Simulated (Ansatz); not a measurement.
Relaxed MoTe₂ (space group P2_1/m):

```xyz
12
Lattice="6.2921 0.0000 0.0000 0.0000 3.4389 0.0000 -0.8891 0.0000 13.3371" Properties=species:S:1:pos:R:3 pbc="T T T"
Te     3.1969     0.8597     4.6345
Te     2.2062     2.5792     8.7026
Te     3.6006     2.5792     1.3977
Te     1.8024     0.8597    11.9394
Te     0.4613     0.8597     2.0416
Te     4.9418     2.5792    11.2955
Mo     1.5632     0.8597     6.7567
Mo     3.8399     2.5792     6.5804
Te    -0.0022     2.5792     5.2664
Te     5.4052     0.8597     8.0707
Mo     1.1363     2.5792     0.1053
Mo     4.2667     0.8597    13.2318
```

The atoms are displaced by Q × the pattern below (from a DFPT mode at Γ, largest move 1; Q in Å), at fixed cell.

```csv
atom,x,y,z
Te1,0.000,-0.506,0.000
Te2,0.000,-0.506,0.000
Te3,0.000,-0.109,0.000
Te4,0.000,-0.109,0.000
Te5,0.000,-0.212,0.000
Te6,0.000,-0.212,0.000
Mo7,0.000,1.000,0.000
Mo8,0.000,1.000,0.000
Te9,0.000,-0.243,0.000
Te10,0.000,-0.243,0.000
Mo11,0.000,0.423,0.000
Mo12,0.000,0.423,0.000
```

Level of theory: LDA (plane waves to 420 eV, PAW, scalar-relativistic; Ansatz, an electronic-structure program). k mesh 6×11×3 (Γ-centred), Fermi-Dirac smearing 0.05 eV. The energy includes the smearing's −TS. With partly filled bands, energies and forces of such displacements shift with the k mesh and the smearing. MoTe2 is run without spin polarisation. MoTe2 was relaxed with its symmetry unable to fall. Spin-orbit coupling is left out, though Te is heavy. ΔE is measured from the undisplaced structure. The last digit holds for this mesh only.

| Q (Å) | ΔE (meV/cell) |
|---|---|
| -0.2800 | 1744.9 |
| -0.2333 | 1207.6 |
| -0.1867 | 769.9 |
| -0.1400 | 431.2 |
| -0.0933 | withheld |
| -0.0467 | 47.6 |
| 0.0000 | 0.0 |
| 0.0467 | 47.6 |
| 0.0933 | withheld |
| 0.1400 | 431.2 |
| 0.1867 | 769.9 |
| 0.2333 | 1207.6 |
| 0.2800 | 1744.9 |

Fit an even polynomial form (powers 2, 4, 6) to the given rows and predict ΔE at Q = 0.0933.

Least squares on the 11 given rows: ΔE = (21840)·Q² + (8681)·Q⁴ + (-43100)·Q⁶, in meV/cell with Q in Å; root-mean-square residual 0.09 meV/cell. At 0.0933 the fit gives 190.7 meV/cell; the calculation gives 190.9 meV/cell, so the interpolation is off by -0.2 (-0.1 %). The quadratic term alone would give 190.1 meV/cell.

(For displaced atoms, the force is minus the slope of the energy, and its curvature is a force constant, which sets phonon frequencies.)
